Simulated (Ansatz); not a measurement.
Trial structure of SiSn5, not yet relaxed:

Space group P-62m (No. 189). a = 5.805 Å, b = 5.805 Å, c = 5.330 Å, α = 90.00°, β = 90.00°, γ = 120.00°
```tsv
atom	site	symmetry	x	y	z
Si	1b	-62m	0.0000	0.0000	0.5000
Sn	3f	m2m	0.6667	0.0000	0.0000
Sn	2d	-6..	0.6667	0.3333	0.5000
```

Level of theory: Ansatz 0.2.0, DFT PBE, scalar-relativistic, plane waves, PAW. Plane waves to 420 eV, a k mesh through Γ of 3×3×4 on the computed 6-atom cell and Gaussian smearing (0.10 eV); no spin polarisation.

The zero of energy is the elements' standard structures at the same level; no fitted shifts are applied. The references include grey tin.

Question: What does a single point on this coarse mesh give?

Answer: The pressure is -0.1 GPa (the mean over three directions, positive in compression), the largest force is 0.36 eV/Å, and the energy is +0.22 eV/atom against the elements. The shortest distance is 3.29 Å.

Question: How much does it gain on relaxing, and where does it end?

Answer: Relaxing gains under 0.1 eV/atom (the start's value is from the coarse mesh, so the gain is rough) in 15 ionic steps and ends at +0.24 eV/atom on the finer mesh. The symmetry stays P-62m (No. 189). The volume per atom stays near 25.8 Å³. The shortest distance goes from 3.29 Å (Si–Sn and Sn–Sn) to 3.18 Å (Sn–Sn). Conventional cell: a = 5.702 Å, c = 5.509 Å. Si is surrounded by 12 Sn at 3.29–3.31 Å; around Sn on a site of symmetry m2m lie 10 Sn at 3.18–3.36 Å and 2 Si at 3.31 Å; Sn on a site of symmetry -6 has 3 Si at 3.29 Å and 9 Sn at 3.29–3.36 Å.

The last run used a 12×12×8 mesh (in the run's order of axes) for its 6-atom cell and Gaussian smearing of 0.10 eV. The relaxation can't lower the symmetry of the start. Symmetry constrained the relaxation, so the result can be a saddle point. Another cell of SiSn5 relaxed alike, in P6/mmm, lies 30 meV/atom lower, so this cell isn't the stable form at this level.
